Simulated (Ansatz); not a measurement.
A geometry of Y away from equilibrium: step 2 of the relaxation of a relaxed Y cell, doubled along one cell vector, shaken by Gaussian noise of σ = 0.08 Å a coordinate. Method: r2SCAN (plane waves to 500 eV, PAW, scalar-relativistic; Ansatz, a quantum-chemistry and plane-wave program). Γ-centred k-mesh 11×11×7 on the run's cell (coarser than for final values), Fermi–Dirac smearing 0.05 eV.

```xyz
2
Lattice="-1.8043 1.8059 2.5479 1.8109 -1.8003 2.5487 3.6131 3.6052 -5.0879" Properties=species:S:1:pos:R:3:forces:R:3 pbc="T T T" free_energy=-7719.315 pressure_GPa=0.0
Y     -0.0153    -0.0223    -0.1197    0.1472   -0.1220    0.2532
Y      1.8430     1.7393    -2.5764   -0.1472    0.1220   -0.2532
```

Positions in Å, forces in eV/Å, free energy of the cell in eV (comparable only within this code, potentials and settings). Largest force: 0.32 eV/Å, on Y1, Y2 (atoms numbered as listed); the geometry lies 0.01 eV/atom above the end of its relaxation.

No spin polarisation in the result.

The run could not lose the symmetry of its start, so the end can be a saddle point.

The end of the path is a generated cell of Y: the first start was made by a random draw of sites in a space group, and the end was not matched to a known phase here, so it may be hypothetical. Known forms of Y include space group No. 194.
